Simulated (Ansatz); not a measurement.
Input file for Ansatz (an electronic-structure program):

Ansatz 0.2 input:
```yaml
crystal:
  lattice:
    - [2.823057937, 0.0, 0.0]
    - [0.0, 2.823057937, 0.0]
    - [0.0, 0.0, 2.823057937]
  atoms:
    - { symbol: Co, position: [0.0, 0.0, 0.0], spin: 0.15 }
    - { symbol: Al, position: [0.5, 0.5, 0.5], spin: -0.03 }
kpoints:
  mp_grid: { grid: [21, 21, 21] }
hamiltonian:
  xc: r2scan
  pseudopotentials: { azcp: { folder: ./paw }, kind: paw }
magnetization: { spin_polarized: true }
scf:
  occupations: { method: fermi_dirac, width: 0.1 }
elastic: { mode: relaxed_ion, stencil: two_point, amplitude: 0.005, f_tol: 0.0005 }
```

Output (shortened):

```
Pseudopotentials: kind: paw
Pseudopotential: Co, paw, valence charge 17
Pseudopotential: Al, paw, valence charge 3
Functional definition: r2SCAN
a single point of the input's cell can leave the moments in the input for a lower state (scf.lower_state_search) …
Crystal: 2 atoms, lattice volume = 22.499 Å³
Basis set: ecut = 500 eV, 587 PW (Γ), exchange–correlation on 96×96×96 points (64 copies of the dense FFT grid, shifted against one another)
Bands: 15, of which v1, the nominal top of the filled ones, is band 10 counted from 1 (9 counted from 0)
Symmetry: 48 space group operations
Space group: Pm-3m (ITA 221), of the structure as read, at distance tolerance 2.8e-5 Å
k-points: 286 of 9261
PAW frozen core: Co, regenerated for the run's functional
PAW frozen core: Al, regenerated for the run's functional
Initial density: superposition of atomic densities (chi_scale 0.1, normalization cell)
Starting moments: Σ|m| = 0.18 μB on 2 of 2 sites
Initial wavefunctions: pseudopotential atomic-orbital guess
Eigensolver: davidson
Functional: x = r2scan, c = r2scan; τ floored in thin density (d = 2e-4 eV/Å³)
SCF 1 converged in 20 iterations: F = -5673.038555 eV  dr2 = 3.73e-11
a single point of the input's cell can leave the moments in the input for a lower state (scf.lower_state_search) …
Crystal: 2 atoms, lattice volume = 22.499 Å³
Initial density: read from a saved state, or passed on in memory by an earlier SCF of this step, an earlier step, the calling program or the single point that …
Stability of the state it starts from, as read at its close in the collinear treatment (another_mixer)
Starting moments: Σ|m| = 0.18 μB on 2 of 2 sites; this step starts from the density that it was given
all-band conjugate gradients solve this SCF's bands
SCF 2 converged in 15 iterations: F = -5673.038555 eV  dr2 = 4.94e-14
Crystal: 2 atoms, lattice volume = 22.499 Å³
Initial density: handed on by an earlier stage of this run
Initial wavefunctions: those handed on with the density
SCF 3 converged in 2 iterations: F = -5673.038555 eV  dr2 = 5.63e-14
density extrapolation: transplant  |δρ|_rms = 2.588e-2 e/Å³  SAD shift = 6.807e-3 e/Å³
Crystal: 2 atoms, lattice volume = 22.386 Å³
Symmetry: 16 space group operations
k-points: 726 of 9261
SCF 4 converged in 19 iterations: F = -5673.037881 eV  dr2 = 1.72e-16
density extrapolation: first-order (α = -2.000)  |δρ|_rms = 2.588e-2 e/Å³  SAD shift = 6.755e-3 e/Å³
Crystal: 2 atoms, lattice volume = 22.611 Å³
SCF 5 converged in 17 iterations: F = -5673.038160 eV  dr2 = 3.80e-16
density extrapolation: transplant  |δρ|_rms = 2.588e-2 e/Å³  SAD shift = 3.854e-3 e/Å³
Crystal: 2 atoms, lattice volume = 22.499 Å³
Symmetry: 8 space group operations
k-points: 1331 of 9261
SCF 6 converged in 17 iterations: F = -5673.038268 eV  dr2 = 2.09e-16
density extrapolation: first-order (α = -2.000)  |δρ|_rms = 2.588e-2 e/Å³  SAD shift = 3.854e-3 e/Å³
Crystal: 2 atoms, lattice volume = 22.499 Å³
SCF 7 converged in 15 iterations: F = -5673.038268 eV  dr2 = 3.06e-16
SCF converged after 2 iterations
Stability not checked (another_mixer)
Magnetization: 0.1133 μB (10.0566 up, 9.9434 down)
Absolute magnetization: 0.2274 μB (∫|ρ↑−ρ↓|, with the PAW one-centre terms)
Spin contamination: 0.0099 ħ² per cell (⟨S²⟩ above its minimum at these occupations)
Per-site moments (μB) at R_I (Å): [(0.16666087020279932, 1.008496454541382), (-0.013453899841960139, 1.008496454541382)]
Free energy (F): -5673.038555 eV
Harris-Foulkes:  -5673.038555 eV  (|F-HF|=0.00e0)
Internal energy: -5673.014629 eV  (E = F + TS)
E sigma→0 (E₀):  -5673.026592 eV
Entropy (-TS):   -0.023927 eV (-11.963 meV/atom)
Fermi energy:    14.812815 eV
--- Per-component energies (eV) ---
  E_band       = -300.157053
  E_kinetic    = 322.798182
  E_local      = -3460.751269  (includes V_loc(G=0)·N_el)
  E_nonlocal   = 451.218984
  E_hartree    = 1568.021853
  E_xc         = -123.823983
  E_vxc        = -163.632322  (∫ρ·V_xc dr)
  E_paw        = -2065.140415  (= ΣΔE_a)
  E_vpaw       = -597.039681  (= ΣTr[D̂ρ^β])
  E_aug_tail   = -0.000078  (compensation charges beyond the density's cutoff)
  E_vtau       = 11.205444  (kinetic-family band-sum trace: ∫τ·v_τ [+ j·A + Jᵃ·Aᵃ] dr)
  E_ewald      = -2364.982590
  E_core_change = -0.355313  (= ΣΔE_core)
  E_smearing   = -0.023927  (= −TS)
  E_closure    = 0.000000  (closes the sum)
  Σ components = -5673.038555   (vs F -5673.038555, Δ=0.00e0)
--- Forces (eV/Å), atoms counted from 1 ---
  atom   1  Co     0.00000000     0.00000000     0.00000000
  atom   2  Al     0.00000000     0.00000000     0.00000000
  max |Σ_I F_I| component: 0.0 eV/Å
--- Stress (GPa, compression-positive) ---
        0.177350       0.000000       0.000000
        0.000000       0.177350       0.000000
        0.000000       0.000000       0.177350
  P = ⅓ Tr σ = 0.1773 GPa (1.773 kbar)
  The stress holds the Pulay correction. Without it, at fixed plane waves, as pw.x and ABINIT print it: P = 0.1230 GPa
  The stress includes an estimate of the error left by incomplete SCF convergence (largest component  0.0000 GPa …
--- Band table (eV; the first three rows and the last of 572) ---
  k-point 0 ↑: bands = ["-83.5844", "-45.4621", "-45.4621", "-45.4621", "2.9876", "11.5336", "11.5336", "13.7369", "13.7369", "13.7369", "21.3470", "21.3470", "21.3470", "23.9464", "23.9464"]
  k-point 1 ↑: bands = ["-83.5843", "-45.4632", "-45.4620", "-45.4620", "3.0338", "11.5299", "11.5468", "13.7123", "13.7123", "13.7394", "20.8030", "21.4107", "21.4107", "23.9405", "24.4642"]
  k-point 2 ↑: bands = ["-83.5841", "-45.4664", "-45.4617", "-45.4617", "3.1721", "11.5134", "11.5856", "13.6423", "13.6423", "13.7470", "19.7502", "21.5982", "21.5982", "23.9229", "25.4322"]
  k-point 285 ↓: bands = ["-83.2804", "-45.2192", "-45.2192", "-45.2192", "10.4444", "10.4924", "10.4924", "14.9622", "14.9622", "16.8867", "17.1876", "17.1876", "19.8554", "20.5712", "20.5712"]
  band table: 15 of 15 bands, residual norms ≤ 1.0e-3 eV
--- Elastic constants: 2 strain directions × 2 members + reference (group order 48) ---
  dense FFT box of the reference and of every strained cell: 24×24×24
  strains applied: 11, 23; error gains: componentwise 1.00 (the most a stress slope's error grows in a printed constant), spectral 1.73 (1 for all six strains …
  C = ∂σ_k/∂η_j (tension-positive GPa; Voigt order 11 22 33 23 13 12):
       304.054    139.325    139.325      0.000      0.000      0.000
       139.325    304.054    139.325      0.000      0.000      0.000
       139.325    139.325    304.054      0.000      0.000      0.000
         0.000      0.000      0.000    163.018      0.000      0.000
         0.000      0.000      0.000      0.000    163.018      0.000
         0.000      0.000      0.000      0.000      0.000    163.018
  reference stress σ⁰ (GPa):     -0.177     -0.177     -0.177      0.000      0.000      0.000
  moduli (Voigt/Reuss/Hill, GPa): K = 194.23/194.23/194.23   G = 130.76/117.14/123.95   E = 306.62   ν = 0.237
  mechanically stable: yes (min eigenvalue of sym C = 163.02 GPa)
  strain η (Voigt 11):  stress-route row diagonal C_11 = 304.05 GPa, energy-path curvature d²(F+E_count+ΔE)/dδ²/Ω₀ = 304.11 GPa
         δ    σ_11 (GPa)             F (eV)   n_scf  n_hpsi   n_pw
    -5.000e-3      -1.7615       -5673.0378814      19  1069535    587   relax 0 steps, max|allowed force component| 0.0 eV/Å
     5.000e-3       1.2790       -5673.0381604      17  954991    591   relax 0 steps, max|allowed force component| 0.0 eV/Å
  strain η (Voigt 23):  stress-route row diagonal C_44 = 163.02 GPa, energy-path curvature d²(F+E_count+ΔE)/dδ²/Ω₀ = 163.12 GPa
         δ    σ_23 (GPa)             F (eV)   n_scf  n_hpsi   n_pw
    -5.000e-3      -0.8151       -5673.0382682      17  1850056    587   relax 0 steps, max|allowed force component| 0.0 eV/Å
     5.000e-3       0.8151       -5673.0382682      15  1674316    587   relax 0 steps, max|allowed force component| 0.0 eV/Å
```

Cost: roughly 11 core-minutes on shared cores.

Symmetry was held in the r²SCAN relaxation. Magnetic state: ferromagnetic, the only order run, not a proven ground state. The cell computed holds one magnetic atom, so no antiferromagnetic order was within reach. Other orbital occupations within this spin state were not tried. For itinerant 3d metals, meta-GGAs of the SCAN family and hybrids are commonly reported to give too large moments. As this level gives no gap, shear constants depend on the k-mesh and smearing (Fermi–Dirac, 0.1 eV here).

Potentials: the earlier of the program's two PAW sets.

Ansatz is a plane-wave DFT program.
